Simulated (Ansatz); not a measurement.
Consider the following.

Nb$_{5}$SiSn$_{2}$:
```
Nb5SiSn2
1.0
   -5.31340     5.31340     2.56356
    5.31340    -5.31340     2.56356
    5.31340     5.31340    -2.56356
Nb Si Sn
10 2 4
Direct
  0.06998   0.21044   0.28042
  0.93002   0.78956   0.71958
  0.21044   0.93002   0.14045
  0.78956   0.06998   0.85955
  0.43002   0.71044   0.14045
  0.56998   0.28956   0.85955
  0.28956   0.43002   0.71958
  0.71044   0.56998   0.28042
  0.25000   0.75000   0.50000
  0.75000   0.25000   0.50000
  0.25000   0.25000   0.00000
  0.75000   0.75000   0.00000
  0.33133   0.16867   0.50000
  0.66867   0.83133   0.50000
  0.16867   0.66867   0.83734
  0.83133   0.33133   0.16266
```

This is the r²SCAN-relaxed structure.

All from DFT-r²SCAN in the program Ansatz with PAW potentials, unless another level is named. Estimate the electronic character.

metallic (no gap).

Give the density of states at the Fermi level.

0.61 states/eV per atom (mean over ±0.08 eV).

Predict the formation energy from the elements (no fitted shifts).

-0.39 eV/atom.

Space group I4/mcm. The workflow started from a Materials Project entry (that database holds measured and hypothetical structures alike); the Crystallography Open Database files this formula in space group No. 140, but the cells were not matched. Its standing as an ambient phase is unchecked. The r²SCAN relaxation kept the symmetry of its start; its stability against distortions is not shown here. No spin polarisation was allowed. The references are the lowest solids computed at this level, not always the standard phases. Spin–orbit coupling is left out wherever it is not named.

Potentials: the later of the program's two PAW sets.
